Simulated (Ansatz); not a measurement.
InMo3C:
```
InMo3C
1.0
    4.19832     0.00000     0.00000
    0.00000     4.19832     0.00000
    0.00000     0.00000     4.19832
In Mo C
1 3 1
Direct
  0.00000   0.00000   0.00000
  0.00000   0.50000   0.50000
  0.50000   0.00000   0.50000
  0.50000   0.50000   0.00000
  0.50000   0.50000   0.50000
```

Relaxed with r²SCAN. Special points in fractions of this cell's reciprocal vectors: Γ (0.000, 0.000, 0.000); X (0.000, 0.500, 0.000); M (0.500, 0.500, 0.000); R (0.500, 0.500, 0.500).

Question: List the band energies nearest the Fermi level at these points for DFT-r²SCAN with spin–orbit coupling in the program Ansatz with PAW potentials.

Answer: In eV from the Fermi level; about four levels below and three above (degenerate sets whole), none deeper than 8.9 eV; points with the same levels are listed once.

```json
[
 {"k": "Γ", "below": "-2.32 -2.32 -2.32 -2.32 -2.16 -2.16", "above": "0.45 0.45 0.45 0.45"},
 {"k": "X", "below": "-0.87 -0.87 -0.24 -0.24", "above": "0.25 0.25 0.35 0.35"},
 {"k": "M", "below": "-1.25 -1.25 -0.05 -0.05", "above": "0.47 0.47 0.92 0.92"},
 {"k": "R", "below": "-1.08 -1.08 -1.08 -1.08", "above": "1.18 1.18 1.18 1.18"}
]
```

Space group Pm-3m (anti-perovskite). The start of the workflow was typed in or built on a structure type; neither database checked (COD, Materials Project) lists it. Whether it is the stable phase at ambient conditions was not checked. The cell was relaxed with r²SCAN under the symmetry of its start; its stability against distortions is not shown here. The run is not spin-polarised. Its formation energy is positive at this level, so the cell may be metastable or incomplete.

Potentials: the later of the program's two PAW sets.
